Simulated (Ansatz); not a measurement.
## Ta2O5: opening a crack plane

Ta2O5, C2, a = 5.924 Å, b = 5.076 Å, c = 5.749 Å, β = 117.4°. The structure is a Materials Project entry; whether it is the stable form wasn't checked. Ansatz: PBEsol, PAW, 420 eV, Γ-centred 7×7×3 mesh on 14 atoms, Gaussian smearing 0.05 eV; no spin polarisation. One cut on (001) per cell of 14 atoms is opened rigidly by x, between planes of O+Ta and O that stand 1.27 Å apart; y is the energy per area (15.036 Å², 1 eV/Å² = 16.02 J/m²).

```tsv
x (Å)	y (J/m²)
0.00	0.000
0.25	0.909
0.50	2.724
0.75	4.567
1.00	?
1.50	8.028
2.00	9.040
3.00	9.746
4.50	9.996
6.00	10.086
```

Task: Fit the universal binding curve y = W[1 − (1 + x/l) e^(−x/l)] to the other rows, give the peak stress, and predict the missing value.

Result: Least squares gives W = 9.98 J/m² and l = 0.492 Å. The stress dy/dx peaks at x = l with W/(e l) = 74.6 GPa, for rigid faces. At x = 1.00: x/l = 2.033, y = 6.015 J/m². The run gave 6.068 J/m², so the fit is 0.053 J/m² too low, within the rms miss on the fitted rows (0.062 J/m²).

Spin–orbit coupling is left out, which can shift energies with elements as heavy as these.

Cost: 11 runs of about 18 core-minutes in all, on Intel Xeon Platinum 8488C (Sapphire Rapids) (shared hosts).